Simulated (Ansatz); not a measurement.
Here is the system:

Pd:
```xyz
1
Lattice="0.0000 1.9537 1.9537 1.9537 0.0000 1.9537 1.9537 1.9537 0.0000" Properties=species:S:1:pos:R:3 pbc="T T T"
Pd     0.0000     0.0000     0.0000
```

This is the r²SCAN-relaxed structure.

Task: All from DFT-r²SCAN in the program Ansatz with PAW potentials, unless another level is named. Estimate the density of states at the Fermi level.

Result: 2.3 states/eV per atom (mean over ±0.08 eV).

Task: And the gap with spin–orbit coupling?

Result: none (metallic).

Space group Fm-3m (fcc (Cu type)). The cell was relaxed with r²SCAN under the symmetry of its start. No spin polarisation was allowed. Scalar-relativistic: spin–orbit coupling is off unless named, which matters more the heavier the elements.

Potentials: the later of the program's two PAW sets.
